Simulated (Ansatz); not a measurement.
The elements of this relaxed trial crystal are hidden behind letters.

```
lattice vectors (Å)
   3.2873    1.8979    2.6794
  -3.2873    1.8979    2.6794
   0.0000   -3.7958    2.6794
fractional positions
X 0.8653 0.8653 0.8653
Z 0.1356 0.6313 0.3652
Z 0.3652 0.1356 0.6313
Z 0.6313 0.3652 0.1356
Q 0.8388 0.3401 0.6635
Q 0.6635 0.8388 0.3401
Q 0.3401 0.6635 0.8388
Q 0.1601 0.1601 0.1601
```

Theory: DFT PBE, scalar-relativistic, plane waves, PAW (Ansatz). Settings of the last relaxation (8-atom cell): 420 eV, 12×12×12 k points, Gaussian smearing of 0.10 eV, collinear spin.

- Space group: R3 (No. 146)
- Conventional cell: a = 6.575 Å, c = 8.038 Å
- Volume per atom: 12.54 Å³
- Density: 8.66 g/cm³
- Energy over the elements: −0.16 eV/atom
- Gap on the 12×12×12 mesh of the 8-atom cell: 0 eV (a metal)
- Net moment per atom: 0.15 μB

Energies are uncorrected and count from the elements' standard states at the same level.

Q: X is a d-block element of period 4, Z is a d-block element of period 4 and Q is a p-block element of period 4. Which elements are they?

A: X = Fe, Z = Co, Q = Ge, so the formula is FeCo3Ge4. Density times volume gives a mean mass of 8.66 × 12.54/1.6605 = 65.4 u per atom, and this set has 65.4 u. Around Fe lie 4 Ge at 2.37–2.40 Å, 3 Ge at 2.62 Å and 6 Co at 2.86 Å; around Co lie 4 Ge at 2.38–2.40 Å, 3 Ge at 2.63–2.64 Å, 4 Co at 2.83–2.85 Å and 2 Fe at 2.86 Å; Ge on a site of symmetry 1 has 3 Co at 2.38–2.40 Å, 1 Fe at 2.40 Å, 1 Fe at 2.62 Å, 2 Co at 2.63–2.64 Å and 6 Ge at 2.87–2.90 Å; 1 more site not described. Other sets within the hints have nearly the same mass, so mass alone doesn't settle it; this one was computed.

Another magnetic order may lie lower. A structure relaxed within its symmetry needn't be a true minimum.
